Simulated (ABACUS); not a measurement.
Parameter sweep on CoPtO2 (R-3m, 4 atoms in the cell; from Materials Project mp-19210)

```
CELL_PARAMETERS angstrom
      1.41227     0.81537     5.93939
     -1.41227     0.81537     5.93939
      0.00000    -1.63075     5.93939
ATOMIC_POSITIONS crystal
  Co 0.50000 0.50000 0.50000
  Pt 0.00000 0.00000 0.00000
  O  0.88776 0.88776 0.88776
  O  0.11224 0.11224 0.11224
```

Base run A: PBEsol, PseudoDojo 0.4 standard norm-conserving PBEsol (tails mended) pseudopotentials in ABACUS, self-consistent single point.

Its settings: KPT = Gamma 6 6 6 0 0 0; basis_type = pw; dft_functional = PBESOL; ecutwfc = 96 Ry; smearing_method = fd; smearing_sigma = 0.00734986 Ry; potentials = PseudoDojo 0.4 standard norm-conserving PBEsol (tails mended); symmetry = 1; ks_solver = cg; scf_nmax = 100; scf_thr = 1.0e-09 Ry; mixing_type = broyden; mixing_beta = 0.7.

The run has no spin polarisation, so moments on Co cannot form. No Hubbard term acts on the open shells, so the gap and the state can differ from those of the real compound. The structure comes from a collection of computed structures, made at another level of theory; the collection holds predicted forms beside known ones. No clean gap shows at this smearing width and mesh (spacing up to 0.43 Å⁻¹); the mesh is coarse for partly filled bands, so the values carry mesh errors.

ΔF is the free energy per atom less that of run A. 

```
run                 change  ΔF (meV/atom)  pressure (GPa)  largest force (eV/Å)
---  ---------------------  -------------  --------------  --------------------
A                     base           0.00           -5.76                 0.001
B    volume scaled by 0.94           10.5           12.23                 0.120
C    volume scaled by 0.96          -0.83            5.50                 0.080
D    volume scaled by 0.98           -4.0           -0.47                 0.038
E    volume scaled by 0.99           -2.9           -3.20                 0.019
F    volume scaled by 1.01            4.5           -8.17                 0.020
G    volume scaled by 1.02           10.4          -10.46                 0.037
H    volume scaled by 1.04           26.5          -14.61                 0.073
I    volume scaled by 1.06           47.5          -18.27                 0.106
```

Run I against A: The free energy goes up by 47.5 meV/atom, the pressure goes from -5.76 to -18.27 GPa and the largest force goes from 0.001 to 0.106 eV/Å.

Run F against A: The free energy goes up by 4.5 meV/atom, the pressure goes from -5.76 to -8.17 GPa and the largest force goes from 0.001 to 0.020 eV/Å.

Run D against A: The free energy goes down by 4.0 meV/atom, the pressure goes from -5.76 to -0.47 GPa and the largest force goes from 0.001 to 0.038 eV/Å.

Small differences between rows can be mesh errors.

“Tails mended”: in these copies of the files the far tail of each local potential was reset to the Coulomb form.
